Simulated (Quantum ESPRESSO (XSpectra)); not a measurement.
**The core hole at the Ge K edge of In2Ge2O7 (C2/m)**

```
In2Ge2O7
1.0
    3.35081    -4.41823     0.00000
    3.35081     4.41823     0.00000
   -1.06466     0.00000     4.83806
In Ge O
2 2 7
Direct
  0.30702   0.69298   0.00000
  0.69298   0.30702   0.00000
  0.76590   0.76590   0.59284
  0.23410   0.23410   0.40716
  0.40536   0.07424   0.21167
  0.59464   0.92576   0.78833
  0.92576   0.59464   0.78833
  0.07424   0.40536   0.21167
  0.00000   0.00000   0.50000
  0.40973   0.40973   0.72653
  0.59027   0.59027   0.27347
```

Geometry: Materials Project entry mp-5280 (a computed structure). The cell is the entry's, not relaxed again.

Absorber: atom 3, Ge on Wyckoff site i (site symmetry m), with 1 O at 1.73 Å, 3 O at 1.76 Å.

All values are from Quantum ESPRESSO (XSpectra) (LDA, no, half or full core hole, dipole K-edge X-ray absorption, plane waves, Troullier-Martins potentials made with ld1.x and PseudoDojo potentials for the other elements (Perdew-Zunger form enforced), scalar-relativistic, no spin, constant broadening).

Full-hole run: 33-atom cell (absorber images 7.4 Å apart), 70 Ry, k meshes 2×2×2 (SCF) and 2×2×2 (spectrum), Lorentzian half width 1.5 eV. The ground-state test found a gap, so occupations are fixed and the excited electron is left out (charged cell on a uniform background); energies count from the highest occupied level. Field directions run: x; y; z, weighted by the site's symmetry in the crystal. Intensities are scaled to a mean of 1 over 0–35 eV.

The half-hole run shares these settings; the run without a hole takes the primitive cell with a 3×3×4 mesh.

```tsv
core hole	mean 0–10 eV	mean 10–20 eV	mean 20–30 eV	highest value below 30 eV
none (primitive cell)	0.60	1.38	1.06	1.9
half	0.94	1.22	0.96	2.1
full	1.28	1.04	0.87	2.5
```

From no hole to a full hole the mean over the first 10 eV goes from 0.60 through 0.94 to 1.28: the hole pulls absorption towards the edge. The cell size was not varied. Each run counts from its own energy zero.
